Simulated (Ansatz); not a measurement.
A: Ni (fcc, Cu type), a = 3.463 Å, b = 3.463 Å, c = 3.463 Å, α = 90.00°, β = 90.00°, γ = 90.00°
B: CdSe (zinc blende), a = b = c = 6.0820 Å, α = β = γ = 90.00°
C: BAs (zinc blende), a = 4.7677 Å, b = 4.7677 Å, c = 4.7677 Å, α = 90.00°, β = 90.00°, γ = 90.00°
D: CeO2 (fluorite), a = 5.399 Å, b = 5.399 Å, c = 5.399 Å, α = 90.00°, β = 90.00°, γ = 90.00°

Scan: energy against volume (even scaling of the relaxed cell, symmetry kept). One method and one kind of scan serve all of them; meshes and ranges differ. All were relaxed with their symmetry unable to fall. CeO2 is run without spin polarisation. Relaxed Ni ends ferromagnetic. The PAW data are Ansatz's earlier set. The magnetic order is the one the run started from; other orders were not tried. (This holds for the magnetic or f-shell members.) The f-shell state is unchecked: a lower one may exist. (This holds for the magnetic or f-shell members.)

Task: Put the candidates in order of bulk modulus (fitted), lowest first, for PBEsol (plane waves to 420 eV, PAW, scalar-relativistic; Ansatz, a quantum-chemistry and plane-wave program).

Result: B (52.0 GPa), C (140 GPa), D (191 GPa), A (230 GPa)

(A scan under strain: stresses follow from slopes of the energy per volume, elastic moduli from its curvatures.)
